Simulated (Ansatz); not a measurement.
HgSe (zinc blende)

```xyz
2
Lattice="0.0000 3.0667 3.0667 3.0667 0.0000 3.0667 3.0667 3.0667 0.0000" Properties=species:S:1:pos:R:3 pbc="T T T"
Se     1.5333     1.5333     1.5333
Hg     0.0000     0.0000     0.0000
```

Equation-of-state scan: isotropic scaling of the cell above, V₀ being its volume. Symmetry pins the atoms to their sites.

Computed with PBEsol (plane waves to 420 eV, PAW, scalar-relativistic; Ansatz, a quantum-chemistry and plane-wave program). k mesh 9×9×9 (Γ-centred), Fermi-Dirac smearing 0.05 eV. Energies are smeared free energies. At this level the bands of HgSe touch or barely overlap. HgSe was relaxed with its symmetry unable to fall. Spin-orbit coupling is left out, though Hg is heavy. The zero of ΔE is the relaxed starting cell. The last digit holds for this mesh only.

```
V (Å³/atom)  ΔE (meV/atom)
-----------  -------------
24.226               168.2
24.995               109.7
25.764                66.1
26.533                35.0
27.302                14.7
28.071                 3.5
28.840                 0.0
29.609                 3.2
30.378                11.9
31.147                25.5
31.916                43.1
32.685                64.2
33.454                88.1
```

### Question
What is the fitted pressure derivative B₀′?

### Answer
5.0.

### Question
What bulk modulus B₀ follows from a third-order Birch-Murnaghan fit?

### Answer
51.5 GPa. Check by three points about V = 28.840 Å³/atom, step 1.538: d²E/dV² ≈ (15 − 2·0 + 12) meV / 1.538² = 0.0114 eV/Å⁶, and V·d²E/dV² × 160.2 = 52.7 GPa.

(A scan under strain: stresses follow from slopes of the energy per volume, elastic moduli from its curvatures.)
